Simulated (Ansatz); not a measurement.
Relaxed CsPbBr$_{3}$ (cubic perovskite):

```
CsPbBr3
1.0
    6.00277     0.00000     0.00000
    0.00000     6.00277     0.00000
    0.00000     0.00000     6.00277
Cs Pb Br
1 1 3
Direct
  0.00000   0.00000   0.00000
  0.50000   0.50000   0.50000
  0.00000   0.50000   0.50000
  0.50000   0.50000   0.00000
  0.50000   0.00000   0.50000
```

In this cell atom 4 (Br, nearest neighbour Pb at 3.001 Å; its periodic images, 6.0 Å or more away, move with it) is moved by u·(1.000, 0.000, 0.000) + v·(0.000, 1.000, 0.000); the rest is frozen.

Level of theory: PBE (plane waves to 420 eV, PAW, scalar-relativistic; Ansatz, a first-principles code). k mesh 5×5×5 (Γ-centred), Fermi-Dirac smearing 0.05 eV. Energies are smeared free energies. CsPbBr3 was relaxed with its symmetry unable to fall. Spin-orbit coupling is left out, though Pb is heavy. The PAW data are Ansatz's earlier set. This is a high-temperature form of CsPbBr3.

Changes of ΔE (eV/cell) from the point u = 0.000 Å, v = 0.000 Å when one coordinate moves alone (two changes are said to add if the coupling is within 5 % of the smaller one, nearly so within 20 %):

| point | change |
|---|---|
| u = 0.000 Å, v = -0.990 Å | 0.1952 |
| u = 0.000 Å, v = -0.495 Å | 0.0306 |
| u = -0.990 Å, v = 0.000 Å | 0.1952 |
| u = -0.495 Å, v = 0.000 Å | 0.0306 |
| u = 0.495 Å, v = 0.000 Å | 0.0306 |
| u = 0.990 Å, v = 0.000 Å | 0.1952 |
| u = 0.000 Å, v = 0.495 Å | 0.0306 |
| u = 0.000 Å, v = 0.990 Å | 0.1952 |

Q: What is the change at u = 0.990 Å, v = 0.495 Å, where both move, and how far is it from the sum?

A: The sum of the single changes is 0.1952 + (0.0306) = 0.2258; the calculation gives 0.3459, so the coupling contributes 0.1201 (over 20 % of the smaller single change, not additive).

(A displaced cell: forces are minus the slopes of the energy, force constants its curvatures, and phonons follow from these.)
